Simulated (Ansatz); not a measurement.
BeS:
```yaml
crystal:
  lattice:
    - [3.43387, 0.00000, 0.00000]
    - [-1.71694, 2.97382, 0.00000]
    - [0.00000, 0.00000, 5.66094]
  atoms:
    - { symbol: Be, position: [0.33333, 0.66667, 0.99947] }
    - { symbol: S, position: [0.66667, 0.33333, 0.12553] }
    - { symbol: Be, position: [0.66667, 0.33333, 0.49947] }
    - { symbol: S, position: [0.33333, 0.66667, 0.62553] }
```

Relaxed with r²SCAN.

Task: Give the Bader charges and basin volumes of the independent atoms, r²SCAN (plane waves, PAW; program Ansatz).

Result: 

```csv
atom,Bader charge (e),Bader volume (Å³)
Be1,+1.67,2.0
S2,-1.67,26.9
```

Space group P6_3mc (wurtzite). The start of the workflow was typed in or built on a structure type; neither database checked (COD, Materials Project) lists it. COD files the formula under space group No. 216. Its standing as an ambient phase is unchecked. The cell was relaxed with r²SCAN under the symmetry of its start; its stability against distortions is not shown here.

Potentials: the earlier of the program's two PAW sets. The files were generated under PBE; for other functionals the program regenerates the frozen cores, and for LDA and PBEsol the local potential too.
